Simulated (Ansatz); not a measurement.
**Profile along the Ti–O line in CaTiO3 (cubic perovskite)**

CaTiO₃ (cubic perovskite)

Space group Pm-3m (No. 221); a = b = c = 3.8410 Å, α = β = γ = 90.00°

```json
[
 {"atom": "Ca", "site": "1a", "symmetry": "m-3m", "x": "0.0000", "y": "0.0000", "z": "0.0000"},
 {"atom": "Ti", "site": "1b", "symmetry": "m-3m", "x": "0.5000", "y": "0.5000", "z": "0.5000"},
 {"atom": "O", "site": "3c", "symmetry": "4/mm.m", "x": "0.0000", "y": "0.5000", "z": "0.5000"}
]
```

Fields along a shortest Ti–O line of a {210} plane (1.92 Å), from Ti to O, interpolated on the slice's grid (step about 0.3 Å). The numbers are results of PBEsol (plane waves to 420 eV, PAW, scalar-relativistic; Ansatz, a first-principles code), not measurements. k mesh 9×9×9. Near the nuclei the fields are pseudised (PAW); where an atom keeps semicore shells as valence, they peak there. CaTiO3 is run without spin polarisation. CaTiO3 was relaxed with its symmetry unable to fall. This is a high-temperature form of CaTiO3.

| distance from Ti (Å) | valence electron density (e/Å³) | electron localisation function |
|---|---|---|
| 0.00 | 10.03 | x |
| 0.19 | 9.61 | x |
| 0.38 | 7.63 | x |
| 0.58 | 3.94 | 0.65 |
| 0.77 | 1.38 | 0.34 |
| 0.96 | 0.82 | 0.29 |
| 1.15 | 1.09 | 0.57 |
| 1.34 | 2.34 | 0.81 |
| 1.54 | 4.73 | x |
| 1.73 | 7.00 | x |
| 1.92 | 7.65 | x |

x: too close to a nucleus for the ELF to mean much.

Density on the Ti–O line (1.92 Å) at its midpoint: 0.82 e/Å³. ELF at that point: 0.3.
